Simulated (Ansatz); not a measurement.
Sr$_{2}$H$_{6}$Os: input and output

input.yaml (Ansatz 0.2.0)

```yaml
crystal:
  lattice:
    - [0.0, 3.773038, 3.773038]
    - [3.773038, 0.0, 3.773038]
    - [3.773038, 3.773038, 0.0]
  atoms:
    - { symbol: Os, position: [0.0, 0.0, 0.0] }
    - { symbol: Sr, position: [0.25, 0.25, 0.25] }
    - { symbol: Sr, position: [0.75, 0.75, 0.75] }
    - { symbol: H, position: [0.777, 0.223, 0.223] }
    - { symbol: H, position: [0.223, 0.777, 0.223] }
    - { symbol: H, position: [0.223, 0.777, 0.777] }
    - { symbol: H, position: [0.777, 0.223, 0.777] }
    - { symbol: H, position: [0.223, 0.223, 0.777] }
    - { symbol: H, position: [0.777, 0.777, 0.223] }
  symmetry: { tolerance: 0.0003 }
kpoints:
  mp_grid: { grid: [6, 6, 6], shift: [0, 0, 0] }
  band_path:
    path:
      - [0.0, 0.0, 0.0]
      - [0.5, 0.0, 0.5]
      - [0.625, 0.25, 0.625]
      - [0.375, 0.375, 0.75]
      - [0.0, 0.0, 0.0]
      - [0.5, 0.5, 0.5]
      - [0.5, 0.25, 0.75]
      - [0.5, 0.0, 0.5]
    npoints: 8
magnetization:
  spin_polarized: false
scf:
  occupations: { method: fermi_dirac, width: 0.0159 }
  lower_state_search: "off"
  max_iter: 200
hamiltonian:
  pseudopotentials: { kind: paw }
  xc: pbesol
basis:
  ecutwfc: 420
  fft_grid_basis: typed
output:
  forces: true
  stress: true
  eigenvalues: true
  bader: true
  populations: true
  elf: true
  write_potential: true
  volumetric_format: npy
  dos:
    e_range: [-12, 8]
    de: 0.05
    projected: { site_lists: { H: [H], Os: [Os], Sr: [Sr] } }
checkpoint:
  read: saved_state
```

The run starts from an earlier solution of this cell. 

Output (shortened):

```
SCF iter   1: F=—  Δρ=6.04e-4  dr2=2.09e-4
SCF iter   2: F=—  Δρ=4.81e-4  dr2=3.74e-4
SCF iter   3: F=—  Δρ=2.77e-4  dr2=1.11e-5
SCF iter   4: F=—  Δρ=3.16e-5  dr2=2.89e-7
SCF iter   5: F=-18334.7514 eV  Δρ=7.35e-6  dr2=1.68e-8
Free energy (F): -18334.7514 eV
Harris-Foulkes:  -18334.7514 eV  (|F-HF|=5.39e-8)
Internal energy: -18334.7514 eV  (E = F + TS)
E sigma→0 (E₀):  -18334.7514 eV
Fermi energy:    8.4036 eV
--- Per-component energies (eV) ---
  E_band       = -490.2248
  E_kinetic    = 1139.1181
  E_local      = -3407.3337  (includes V_loc(G=0)·N_el)
  E_nonlocal   = 417.2898
  E_hartree    = 1170.7155
  E_xc         = -665.0876
  E_vxc        = -680.5107  (∫ρ·V_xc dr)
  E_paw        = -14172.5462  (= ΣΔE_a)
  E_vpaw       = -300.2107  (= ΣTr[D̂ρ^β])
  E_aug_tail   = -0.0067  (compensation charges beyond the density's cutoff)
  E_ewald      = -2817.4172
  E_core_change = 0.5166  (= ΣΔE_core)
  E_smearing   =  0.0000  (= −TS)
--- Forces (eV/Å), atoms counted from 1 ---
  atom   1  Os     0.0000     0.0000     0.0000
  atom   2  Sr     0.0000     0.0000     0.0000
  atom   3  Sr     0.0000     0.0000     0.0000
  atom   4  H      0.6168     0.0000     0.0000
  atom   5  H      0.0000     0.6168     0.0000
  atom   6  H     -0.6168     0.0000     0.0000
  atom   7  H      0.0000    -0.6168     0.0000
  atom   8  H      0.0000     0.0000     0.6168
  atom   9  H      0.0000     0.0000    -0.6168
--- Stress (GPa, compression-positive) ---
        2.8198       0.0000       0.0000
        0.0000       2.8198       0.0000
        0.0000       0.0000       2.8198
  P = ⅓ Tr σ = 2.8198 GPa (28.198 kbar)
--- Löwdin populations: 9 sites ---
  site symbol       q [e]
     0     Os     16.2839
     1     Sr      8.4633
     2     Sr      8.4633
     3      H      1.3710
     4      H      1.3710
     5      H      1.3710
     6      H      1.3710
     7      H      1.3710
     8      H      1.3710
  spilling = 0.0134 (of n_electrons = 42.0000)
```

Absolute energies hang on the potentials; compare differences alone.

Origin: a known structure type with other elements, at an estimated volume, so it need not be a known compound.
